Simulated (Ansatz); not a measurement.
# An Ansatz input for TiTl2I6O18

```yaml
crystal:
  lattice:
    - [5.70835, 3.2957174091, 3.7984333333]
    - [-5.70835, 3.2957174091, 3.7984333333]
    - [0.0, -6.5914348183, 3.7984333333]
  atoms:
    - { symbol: Ti, position: [0.5, 0.5, 0.5] }
    - { symbol: Tl, position: [0.8310449067, 0.8310449067, 0.8310449067] }
    - { symbol: Tl, position: [0.1689550933, 0.1689550933, 0.1689550933] }
    - { symbol: I, position: [0.7049203096, 0.1239830861, 0.3398162741] }
    - { symbol: I, position: [0.3398162741, 0.7049203096, 0.1239830861] }
    - { symbol: I, position: [0.1239830861, 0.3398162741, 0.7049203096] }
    - { symbol: I, position: [0.2950796904, 0.8760169139, 0.6601837259] }
    - { symbol: I, position: [0.6601837259, 0.2950796904, 0.8760169139] }
    - { symbol: I, position: [0.8760169139, 0.6601837259, 0.2950796904] }
    - { symbol: O, position: [0.5482517356, 0.2982120806, 0.3357741849] }
    - { symbol: O, position: [0.3357741849, 0.5482517356, 0.2982120806] }
    - { symbol: O, position: [0.2982120806, 0.3357741849, 0.5482517356] }
    - { symbol: O, position: [0.4517482644, 0.7017879194, 0.6642258151] }
    - { symbol: O, position: [0.6642258151, 0.4517482644, 0.7017879194] }
    - { symbol: O, position: [0.7017879194, 0.6642258151, 0.4517482644] }
    - { symbol: O, position: [0.9077192196, 0.2916213863, 0.3928879518] }
    - { symbol: O, position: [0.3928879518, 0.9077192196, 0.2916213863] }
    - { symbol: O, position: [0.2916213863, 0.3928879518, 0.9077192196] }
    - { symbol: O, position: [0.0922807804, 0.7083786137, 0.6071120482] }
    - { symbol: O, position: [0.6071120482, 0.0922807804, 0.7083786137] }
    - { symbol: O, position: [0.7083786137, 0.6071120482, 0.0922807804] }
    - { symbol: O, position: [0.6859769116, 0.0798355174, 0.0962098378] }
    - { symbol: O, position: [0.0962098378, 0.6859769116, 0.0798355174] }
    - { symbol: O, position: [0.0798355174, 0.0962098378, 0.6859769116] }
    - { symbol: O, position: [0.3140230884, 0.9201644826, 0.9037901622] }
    - { symbol: O, position: [0.9037901622, 0.3140230884, 0.9201644826] }
    - { symbol: O, position: [0.9201644826, 0.9037901622, 0.3140230884] }
kpoints:
  mp_grid: { grid: [3, 3, 3] }
scf:
  occupations: { method: fermi_dirac, width: 0.02 }
  max_iter: 5
hamiltonian:
  xc: pbe
  pseudopotentials: { kind: paw }
output:
  forces: true
  stress: true
  populations: true
  efg:
    quadrupole_moments_barn: { Ti: 0.247, I: -0.68822, O: -0.02558 }
    contact_densities: true
```

```sh
ansatz run input.yaml --threads 2 --pin off --max-ram 5120MiB --backend cpu --events-out ev --progress --plain --runs-dir out
```

Q: What happens when this input is run?

A: No converged result was reached. The input holds a cap of too few SCF iterations. The program says:

```
Error: did not converge after 5 iterations: dr2 = 1.48e-4 (threshold 1.00e-7), under the density mixer `msr1`, which `scf.mixing.algorithm: auto` chose by the deck's other keys (type `scf.mixing.algorithm: msr1` to keep it); raise `scf.max_iter`, which need not help a stalled SCF, or adjust the mixing (`scf.mixing`) or, under a smearing, its width (`scf.occupations.width`, in either direction: another width is another result) …
```

```
SCF iter   1: F=—  HF=-80652.826139 eV  |F-HF|=—  |Δ(HF+E_count)|=         —  Δρ=4.04e-3  dr2=1.22e-1  ethr=1.77e-3  ⟨swp⟩=6.0  Hψ=3782  notcnv=0  defer=3
preconditioner: auto → Resta (q_TF=auto, 2.490 Å⁻¹)  ε∞=5.0  [insulator: Δε(μ)=2.732 eV  Ē_g=11.997 eV  σ=0.020 eV  W_gap=1.00  n_scr=98 (ndim 8)  ℏωp=24.1 eV  f_vac=0.075  D(μ)=0.00/eV (n_scr^D=0)  ε∞_Penn≈5.0]
SCF iter   2: F=—  HF=-80652.814655 eV  |F-HF|=—  |Δ(HF+E_count)|=   1.15e-2  Δρ=2.26e-3  dr2=1.31e-2  ethr=4.92e-5  ⟨swp⟩=3.0  Hψ=1523  notcnv=0  defer=125
SCF iter   3: F=—  HF=-80652.813714 eV  |F-HF|=—  |Δ(HF+E_count)|=   9.41e-4  Δρ=9.69e-4  dr2=4.97e-3  ethr=5.30e-6  ⟨swp⟩=8.3  Hψ=6150  notcnv=0
SCF iter   4: F=—  HF=-80652.813985 eV  |F-HF|=—  |Δ(HF+E_count)|=   2.72e-4  Δρ=3.25e-4  dr2=5.58e-4  ethr=2.00e-6  ⟨swp⟩=5.8  Hψ=5007  notcnv=0
SCF iter   5: F=—  HF=-80652.813739 eV  |F-HF|=—  |Δ(HF+E_count)|=   2.46e-4  Δρ=1.88e-4  dr2=1.48e-4  ethr=2.25e-7  ⟨swp⟩=4.2  Hψ=4292  notcnv=0
```

Against a sound input the change was `scf.max_iter`: not typed → 5.

With the sound settings the run converges and gives V_zz (10²¹ V/m²) Ti -0.81 (η 0.00), Tl 3.14 (η 0.00), I -51.1 (η 0.32), O10 12.41 (η 0.10), O16 13.58 (η 0.13), O22 15.38 (η 0.19); a site carries the number of its first atom in the input. These hold for the positions as typed, which a relaxation reached. Spin–orbit coupling is left out, which shifts gradients on Tl by a few per cent, and by more where contributions nearly cancel.
